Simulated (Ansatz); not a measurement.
Input:

YNi2P2:
```
CELL_PARAMETERS angstrom
     -1.91410     1.91410     4.65265
      1.91410    -1.91410     4.65265
      1.91410     1.91410    -4.65265
ATOMIC_POSITIONS crystal
  P  0.37637 0.37637 0.00000
  P  0.62363 0.62363 0.00000
  Ni 0.75000 0.25000 0.50000
  Ni 0.25000 0.75000 0.50000
  Y  0.00000 0.00000 0.00000
```

This is the PBEsol-relaxed structure.

Q: All from the program Ansatz at the PBEsol level (PAW), unless another level is named. Give the electronic character.

A: metallic (no gap).

Q: Give the formation energy from the elements (no fitted shifts).

A: -1.13 eV/atom.

Q: Predict the density of states at the Fermi level.

A: 0.31 states/eV per atom (mean over ±0.08 eV).

Space group I4/mmm. The workflow started from an entry of the Crystallography Open Database (COD). Its standing as an ambient phase is unchecked. Symmetry was held in the PBEsol relaxation; its stability against distortions is not shown here. The workflow began spin-polarised and lost its moments. The references are the lowest solids computed at this level, not always the standard phases. Scalar-relativistic: spin–orbit coupling is off unless named, which matters more the heavier the elements.

Potentials: the later of the program's two PAW sets.
